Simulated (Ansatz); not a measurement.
LiF:
```
CELL_PARAMETERS angstrom
      3.27292     0.00000     0.00000
     -1.63646     2.83443     0.00000
      0.00000     0.00000     3.99124
ATOMIC_POSITIONS crystal
  Li 0.33333 0.66667 0.25000
  Li 0.66667 0.33333 0.75000
  F  0.33333 0.66667 0.75000
  F  0.66667 0.33333 0.25000
```

Relaxed with r²SCAN+D4. Independent-particle spectrum: no excitons, no local fields, no scissors shift; 0.1 eV broadening; ε₁ of the summed bands alone.

**Question.** Tabulate the dielectric function from r²SCAN+D4 (plane waves, PAW; program Ansatz).

**Answer.** 

| E (eV) | ε₁ xx | ε₂ xx | ε₁ zz | ε₂ zz |
|---|---|---|---|---|
| 0.0 | 1.69 | 0.00 | 1.71 | 0.00 |
| 0.3 | 1.69 | 0.00 | 1.71 | 0.00 |
| 0.6 | 1.69 | 0.00 | 1.71 | 0.00 |
| 0.9 | 1.69 | 0.00 | 1.71 | 0.00 |
| 1.2 | 1.69 | 0.00 | 1.71 | 0.00 |
| 1.5 | 1.70 | 0.00 | 1.71 | 0.00 |
| 1.8 | 1.70 | 0.00 | 1.72 | 0.00 |
| 2.1 | 1.70 | 0.00 | 1.72 | 0.00 |
| 2.4 | 1.71 | 0.00 | 1.72 | 0.00 |
| 2.7 | 1.71 | 0.00 | 1.73 | 0.00 |
| 3.0 | 1.72 | 0.00 | 1.74 | 0.00 |
| 3.3 | 1.73 | 0.00 | 1.74 | 0.00 |
| 3.6 | 1.73 | 0.00 | 1.75 | 0.00 |
| 3.9 | 1.74 | 0.00 | 1.76 | 0.00 |
| 4.2 | 1.75 | 0.00 | 1.77 | 0.00 |
| 4.5 | 1.76 | 0.00 | 1.78 | 0.00 |
| 4.8 | 1.78 | 0.00 | 1.79 | 0.00 |
| 5.1 | 1.79 | 0.00 | 1.80 | 0.00 |
| 5.4 | 1.81 | 0.00 | 1.82 | 0.00 |
| 5.7 | 1.82 | 0.00 | 1.83 | 0.00 |
| 6.0 | 1.84 | 0.00 | 1.85 | 0.00 |
| 6.3 | 1.86 | 0.00 | 1.87 | 0.00 |
| 6.6 | 1.89 | 0.00 | 1.90 | 0.00 |
| 6.9 | 1.92 | 0.00 | 1.93 | 0.00 |
| 7.2 | 1.95 | 0.00 | 1.96 | 0.00 |
| 7.5 | 1.99 | 0.00 | 2.00 | 0.00 |
| 7.8 | 2.04 | 0.00 | 2.05 | 0.00 |
| 8.1 | 2.10 | 0.00 | 2.12 | 0.00 |
| 8.4 | 2.17 | 0.00 | 2.24 | 0.00 |
| 8.7 | 2.29 | 0.00 | 2.41 | 0.19 |
| 9.0 | 2.54 | 0.04 | 2.36 | 0.35 |
| 9.3 | 2.59 | 0.42 | 2.32 | 0.44 |
| 9.6 | 2.48 | 0.56 | 2.29 | 0.51 |
| 9.9 | 2.43 | 0.62 | 2.26 | 0.58 |
| 10.2 | 2.42 | 0.69 | 2.23 | 0.64 |
| 10.5 | 2.43 | 0.77 | 2.20 | 0.70 |
| 10.8 | 2.44 | 0.87 | 2.16 | 0.76 |
| 11.1 | 2.45 | 1.02 | 2.12 | 0.81 |
| 11.4 | 2.42 | 1.21 | 2.06 | 0.85 |
| 11.7 | 2.30 | 1.42 | 2.02 | 0.86 |
| 12.0 | 2.13 | 1.54 | 2.13 | 0.87 |

**Question.** From ε at 10.0 eV (xx: 2.42 + 0.64i), find n, k, the normal reflectivity and the absorption coefficient.

**Answer.** n = 1.57, k = 0.204, R = 6 %, α = 2kE/ħc = 210000 cm⁻¹.

With all bands, ε∞ without local fields is 1.87 (xx = yy), 1.86 (zz).

Space group P6_3/mmc. The start of the workflow was typed in or built on a structure type; neither database checked (COD, Materials Project) lists it. It is not the phase usual at ambient conditions (space group No. 225). Symmetry was held in the r²SCAN+D4 relaxation; whether a distortion lowers the energy is not shown. The volume moved by -42 % from the start of the relaxation.

Potentials: the later of the program's two PAW sets.
